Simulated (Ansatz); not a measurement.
Cu Kα1 powder pattern (kinematic, no thermal factors).
```
2θ (°)  relative intensity
 17.77                  57
 21.70                  14
 28.19                 100
 35.99                  25
 38.07                  65
 42.30                  40
 42.42                   5
 44.24                   2
 48.03                  23
 53.39                  50
 55.22                   3
 58.30                   2
 59.75                   2
 60.03                  12
 62.87                  21
 68.78                  12
 69.04                  10
 71.69                   9
 71.77                   2
 73.33                   7
 76.33                   3
 80.16                  16
 81.42                   8
 84.17                   6
 85.75                   9
 88.25                   9
 88.65                  13
```

The pattern is computed from a structure relaxed with DFT PBE, scalar-relativistic, plane waves, PAW (Ansatz 0.2.0). No spin polarisation. Its elements are Au, Rb.

Question: Give the structure.

Answer: RbAu₂.
Space group P6/mmm (No. 191). a = 4.724 Å, b = 4.724 Å, c = 4.986 Å, α = 90.00°, β = 90.00°, γ = 120.00°
```json
{"atom": "Rb", "site": "1b", "symmetry": "6/mmm", "x": "0.0000", "y": "0.0000", "z": "0.5000"}
{"atom": "Au", "site": "2c", "symmetry": "-6m2", "x": "0.3333", "y": "0.6667", "z": "0.0000"}
```

A pattern alone doesn't exclude other cells with like lines; this is the one computed.

The structure comes from a generated guess; another structure or a mixture of phases may lie lower.
